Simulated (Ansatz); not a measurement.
MoSe2:
```xyz
6
Lattice="3.2484 0.0000 0.0000 -1.6242 2.8132 0.0000 0.0000 0.0000 12.7418" Properties=species:S:1:pos:R:3 pbc="T T T"
Mo     0.0000     1.8754     3.1855
Mo     1.6242     0.9377     9.5564
Se     0.0000     1.8754     7.8990
Se     1.6242     0.9377     1.5281
Se     1.6242     0.9377     4.8428
Se     0.0000     1.8754    11.2137
```

Relaxed with LDA.

**Question.** Map the valence electron density (e/Å³), cut off at 2 on the plane through (0.333, 0.667, 0.250) spanned by u = [0, 0, 1] and v = [1, -1, 0] in lattice vectors, from DFT-LDA in the program Ansatz with PAW potentials.

**Answer.** x is the fraction of u, y of v (the angle between them is 90°; rows are the nearest grid lines); atoms in the plane: Mo at (0.00, 0.00), Mo at (0.50, 0.33), Se at (0.37, 0.00), Se at (0.87, 0.33), Se at (0.13, 0.33), Se at (0.63, 0.00).
```
|@@@-.      .-@@@@%:..:%@@@@-.      .-@@@|
|@@@-.      .-@@@@*:..:*@@@@-.      .-@@@|
|@@@:.      .:%@@@=:..:=@@@%:.      .:@@@|
|%+:.        .:-=-:....:-=-:.        .:+%|
|::.          .:::......:::.          .::|
|..            ....    ....            ..|
|                                        |
|                                        |
|                                        |
|                                        |
|                                        |
|  .....           ....           .....  |
|...:=*+:.       ..-%%-..       .:+*=:...|
|..:-@@@+:       .:*@@*:.       :+@@@-:..|
|..:+@@@@-.      .:@@@@:.      .-@@@@+:..|
| .:#@@@@-.      .-@@@@-.      .-@@@@#:. |
| .:#@@@@-.      .-@@@@-.      .-@@@@#:. |
|..:=@@@*:      ..:%@@%:..      :*@@@=:..|
|..:-*@#-.     ...:=@@=:...     .-#@*-:..|
|::::---:.    .:::::==:::::.    .:---::::|
|%*-:::..    .:=+=-::::-=+=:.    ..:::-*%|
|@@@:.      .:%@@@+:..:+@@@%:.      .:@@@|
|@@@-.      .-@@@@#:..:#@@@@-.      .-@@@|
|@@@-.      .-@@@@%:..:%@@@@-.      .-@@@|
```
Scale: ten equal steps from 0.019 (start of ' ') to 2.00 (end of '@'), in the order ' .:-=+*#%@'; x runs from 0.000 to 1.00, y from 0.000 (bottom) to 1.00 (top).

The density is the valence pseudo-density with augmentation charge, so density and ELF within about 1 Å of a nucleus are not all-electron values.

Space group P6_3/mmc. The LDA relaxation kept the symmetry of its start. No spin polarisation was allowed. A crystal of weakly bound layers computed without a dispersion correction: the cell and the soft elastic constants depend strongly on that.

Potentials: the later of the program's two PAW sets.
